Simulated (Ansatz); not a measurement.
## Ba₂Bi₃: reading a single point

```
CELL_PARAMETERS angstrom
-2.39934 3.97798 4.97036
2.39934 -3.97798 4.97036
2.39934 3.97798 -4.97036
ATOMIC_POSITIONS crystal
Bi 0.00000 0.00000 0.00000
Bi 0.70320 0.50000 0.20320
Bi 0.29680 0.50000 0.79680
Ba 0.72450 0.22450 0.50000
Ba 0.27550 0.77550 0.50000
```

Method: r2SCAN, collinear spin; PAW, plane waves to 500 eV, 5×5×5 Γ-centred mesh, fermi-dirac occupations (width 0.1 eV) (Ansatz 0.2.0), atoms fixed.

The state carries no moments; the state need not be the lowest.

- Charges: Bader charges in e: Ba +1.25, Bi -0.97 to -0.56. In the mean Ba gives up most and Bi takes most.
- Stress: The pressure is 1.4 GPa (compression positive), so with the atoms held at these fractions the cell would first expand. The principal stresses 0.8, 1.0, 2.3 GPa differ, so its shape would change too.
- Forces: The largest is on Bi2 (and as large on other atoms): 0.06 eV/Å, components (0.00, 0.06, 0.00). It makes 180° with the line to a nearest neighbour, Bi3 at 3.23 Å, pointing away from it.
- Electronic structure: It is a metal, with about 2.4 states/eV a cell as the mean within 0.25 eV of the Fermi level, mostly Bi p (81 %).
- Contacts: Bi–Bi at 3.23 Å: least valence density 0.21 e/Å³ and ELF 0.34 there. Bi–Ba at 3.62 Å: least valence density 0.10 e/Å³ and ELF 0.11 there. These are pseudo-fields; inside the PAW spheres they differ from the all-electron ones.
- Formation energy: -0.93 eV an atom against the elements' usual phases (free molecules for gases, crystals otherwise, with no correction for O₂ or N₂), so it is bound against them; other compounds may still compete. Relaxing would lower it.

Origin: a database entry at a rescaled volume. Caveats: the input typed no starting moments; the k mesh is coarse if the cell is a metal.
